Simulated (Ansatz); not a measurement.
Data:

AgI:
```
CELL_PARAMETERS angstrom
      0.00000     2.94987     2.94987
      2.94987     0.00000     2.94987
      2.94987     2.94987     0.00000
ATOMIC_POSITIONS crystal
  Ag 0.00000 0.00000 0.00000
  I  0.50000 0.50000 0.50000
```

This is the LDA-relaxed structure.

Task: All from LDA (plane waves, PAW; program Ansatz), unless another level is named. Estimate the formation energy from the elements (no fitted shifts).

Result: -0.11 eV/atom.

Task: What about the valence-band maximum?

Result: at L.

Task: Next, the weight of the conduction-edge state by species (Voronoi cells)?

Result: Ag 75 %, I 25 %.

Space group Fm-3m (rock salt). This is a known high-pressure phase of the composition, computed here at zero pressure and temperature. The cell was relaxed with LDA under the symmetry of its start; phonons on a q-mesh show weakly imaginary modes. The run is not spin-polarised. The references are the lowest solids computed at this level, not always the standard phases. Scalar-relativistic: spin–orbit coupling is off unless named, which matters more the heavier the elements.

Potentials: the later of the program's two PAW sets.
